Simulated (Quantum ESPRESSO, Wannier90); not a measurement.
# MgS (zinc blende), plane waves to Wannier functions

Structure: Materials Project mp-13032, symmetrised, not relaxed again. Not found in the COD (Crystallography Open Database) copy used, which has the formula in other groups; not checked further. Computed values, not measurements, from PBEsol: Quantum ESPRESSO (norm-conserving PseudoDojo potentials, cutoff 68 Ry, no spin polarisation, no spin-orbit coupling) on a Γ-centred 10×10×10 mesh, then Wannier90. Density: 10×10×10 mesh, cold smearing 0.01 Ry.

Input w.win:

```
num_bands = 15
num_wann = 8
exclude_bands = 1-4
num_iter = 0
conv_tol = 1.0e-6
conv_window = 4
dis_num_iter = 1000
dis_conv_tol = 1.0e-6
dis_froz_max = 7.81
write_hr = true
write_u_matrices = true
begin projections
Mg: s;p
S: s;p
end projections
begin unit_cell_cart
ang
    0.0000000000    2.8331200000    2.8331200000
    2.8331200000    0.0000000000    2.8331200000
    2.8331200000    2.8331200000    0.0000000000
end unit_cell_cart
begin atoms_frac
Mg   0.0000000000  0.0000000000  0.0000000000
S    0.2500000000  0.2500000000  0.2500000000
end atoms_frac
mp_grid = 10 10 10
begin kpoints
0.0000000000 0.0000000000 0.0000000000
0.0000000000 0.0000000000 0.1000000000
0.0000000000 0.0000000000 0.2000000000
... (997 more lines: the 10x10x10 mesh through Gamma)
end kpoints
```

On the energy scale of pw.x, whose zero is arbitrary, the valence-band maximum lies at 3.03 eV. Lines of w_hr.dat (R1 R2 R3 m n Re Im, eV) for R = 0 and one of the shortest lattice vectors, rounded to 0.01 eV, lines under 0.02 eV left out; orbitals in order: Mg1 s, Mg1 pz, Mg1 px, Mg1 py, S2 s, S2 pz, S2 px, S2 py.

```
    0    0    0    1    1     7.52     0.00
    0    0    0    5    1    -1.22     0.00
    0    0    0    6    1     1.22     0.00
    0    0    0    7    1     1.22     0.00
    0    0    0    8    1     1.22     0.00
    0    0    0    2    2    10.31     0.00
    0    0    0    5    2    -1.12     0.00
    0    0    0    6    2     0.09     0.00
    0    0    0    7    2     1.10     0.00
    0    0    0    8    2     1.10     0.00
    0    0    0    3    3    10.31     0.00
    0    0    0    5    3    -1.12     0.00
    0    0    0    6    3     1.10     0.00
    0    0    0    7    3     0.09     0.00
    0    0    0    8    3     1.10     0.00
    0    0    0    4    4    10.31     0.00
    0    0    0    5    4    -1.12     0.00
    0    0    0    6    4     1.10     0.00
    0    0    0    7    4     1.10     0.00
    0    0    0    8    4     0.09     0.00
    0    0    0    1    5    -1.22     0.00
    0    0    0    2    5    -1.12     0.00
    0    0    0    3    5    -1.12     0.00
    0    0    0    4    5    -1.12     0.00
    0    0    0    5    5    -6.17     0.00
    0    0    0    1    6     1.22     0.00
    0    0    0    2    6     0.09     0.00
    0    0    0    3    6     1.10     0.00
    0    0    0    4    6     1.10     0.00
    0    0    0    6    6     3.60     0.00
    0    0    0    1    7     1.22     0.00
    0    0    0    2    7     1.10     0.00
    0    0    0    3    7     0.09     0.00
    0    0    0    4    7     1.10     0.00
    0    0    0    7    7     3.60     0.00
    0    0    0    1    8     1.22     0.00
    0    0    0    2    8     1.10     0.00
    0    0    0    3    8     1.10     0.00
    0    0    0    4    8     0.09     0.00
    0    0    0    8    8     3.60     0.00
   -1    0    0    1    1    -0.22     0.00
   -1    0    0    2    1     0.22     0.00
   -1    0    0    3    1    -0.03     0.00
   -1    0    0    4    1     0.22     0.00
   -1    0    0    6    1     0.03     0.00
   -1    0    0    8    1     0.03     0.00
   -1    0    0    1    2    -0.22     0.00
   -1    0    0    2    2     0.42     0.00
   -1    0    0    3    2     0.26     0.00
   -1    0    0    4    2     0.30     0.00
   -1    0    0    5    2    -0.04     0.00
   -1    0    0    6    2     0.07     0.00
   -1    0    0    7    2     0.05     0.00
   -1    0    0    8    2     0.06     0.00
   -1    0    0    1    3    -0.03     0.00
   -1    0    0    2    3    -0.26     0.00
   -1    0    0    3    3    -0.50     0.00
   -1    0    0    4    3    -0.26     0.00
   -1    0    0    5    3     0.06     0.00
   -1    0    0    6    3    -0.08     0.00
   -1    0    0    7    3    -0.07     0.00
   -1    0    0    8    3    -0.08     0.00
   -1    0    0    1    4    -0.22     0.00
   -1    0    0    2    4     0.30     0.00
   -1    0    0    3    4     0.26     0.00
   -1    0    0    4    4     0.42     0.00
   -1    0    0    5    4    -0.04     0.00
   -1    0    0    6    4     0.06     0.00
   -1    0    0    7    4     0.05     0.00
   -1    0    0    8    4     0.07     0.00
   -1    0    0    1    5    -1.22     0.00
   -1    0    0    2    5     1.12     0.00
   -1    0    0    3    5    -1.12     0.00
   -1    0    0    4    5     1.12     0.00
   -1    0    0    5    5    -0.03     0.00
   -1    0    0    7    5     0.06     0.00
   -1    0    0    1    6    -1.22     0.00
   -1    0    0    2    6     0.09     0.00
   -1    0    0    3    6    -1.10     0.00
   -1    0    0    4    6     1.10     0.00
   -1    0    0    7    6    -0.04     0.00
   -1    0    0    8    6    -0.04     0.00
   -1    0    0    1    7     1.22     0.00
   -1    0    0    2    7    -1.10     0.00
   -1    0    0    3    7     0.09     0.00
   -1    0    0    4    7    -1.10     0.00
   -1    0    0    5    7     0.06     0.00
   -1    0    0    6    7     0.04     0.00
   -1    0    0    7    7    -0.13     0.00
   -1    0    0    8    7     0.04     0.00
   -1    0    0    1    8    -1.22     0.00
   -1    0    0    2    8     1.10     0.00
   -1    0    0    3    8    -1.10     0.00
   -1    0    0    4    8     0.09     0.00
   -1    0    0    6    8    -0.04     0.00
   -1    0    0    7    8    -0.04     0.00
```
